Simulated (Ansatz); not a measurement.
Q: Each is relaxed and computed with PBEsol (plane waves, PAW; program Ansatz). Which is the only one with a gap?
A. TiC2, P-3m1 (Ti on 1a, C on 2d)
B. CaTiO3, R3c (Ca on 6a, Ti on 6a, O on 18b)
C. TiSi2, Fddd (Ti on 8b, Si on 16f)
D. Ti3AlC, anti-perovskite

A: B, CaTiO3, R3c (Ca on 6a, Ti on 6a, O on 18b). CaTiO3: gap 2.85 eV (indirect); TiC2: metal; TiSi2: metal; Ti3AlC: metal. Typed or built starts, not in the databases checked: CaTiO3, R3c (Ca on 6a, Ti on 6a, O on 18b); TiC2, P-3m1 (Ti on 1a, C on 2d). Standing as an ambient phase not checked: Ti3AlC, anti-perovskite. Began spin-polarised and lost the moments: CaTiO3, R3c (Ca on 6a, Ti on 6a, O on 18b). All cells were relaxed under the symmetry of their starts (and spin orders); stability against distortions was not tested throughout. Named crystals with no word on spin ran without spin polarisation.

Potentials: the earlier of the program's two PAW sets. The files were generated under PBE; for other functionals the program regenerates the frozen cores, and for LDA and PBEsol the local potential too.
